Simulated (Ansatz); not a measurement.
A geometry of BeNi away from equilibrium: the start of the relaxation of a relaxed BeNi cell displaced along its unstable phonon at q = (½, 0, ½) of its primitive reciprocal cell (118i cm⁻¹), largest move 0.15 Å. These are PBEsol (plane waves to 420 eV, PAW, scalar-relativistic; Ansatz, an electronic-structure program) values and carry that method's errors. Γ-centred k-mesh 9×9×9 on the run's cell (coarser than for final values), Fermi–Dirac smearing 0.05 eV.

```xyz
12
Lattice="9.3408 0.0000 0.0000 -2.3352 4.0447 0.0000 4.6704 0.0000 3.4574" Properties=species:S:1:pos:R:3 pbc="T T T"
Ni     0.0000     4.0447     0.0654
Ni     4.6704     4.0447    -0.0654
Ni     1.1676     2.0223    -0.0654
Ni     5.8380     2.0223     0.0654
Ni    -1.1676     2.0223     0.0000
Ni     3.5028     2.0223     0.0000
Be     0.0000     0.0000     0.0000
Be     2.3352     4.0447     0.0000
Be     9.4158     2.5666     1.7287
Be     4.5954     2.8264     1.7287
Be     2.2602     1.4781     1.7287
Be     7.0806     1.2183     1.7287
```

Task: Which atoms carry the largest force, and which way does it point?

Result: 0.17 eV/Å, on Ni1, Ni2, Ni3, Ni4 (atoms numbered as listed); on Ni3 its components are (0.00, 0.00, -0.17).

Task: What is the pressure?

Result: -0.4 GPa, compression positive.

No spin polarisation in the result. A magnetic state may lie lower.

The run could not lose the symmetry of its start, so the end can be a saddle point.

The end of the path is a generated cell of BeNi: the first start was made by placing the elements on the sites of a structure type, and the end was not matched to a known phase here, so it may be hypothetical.
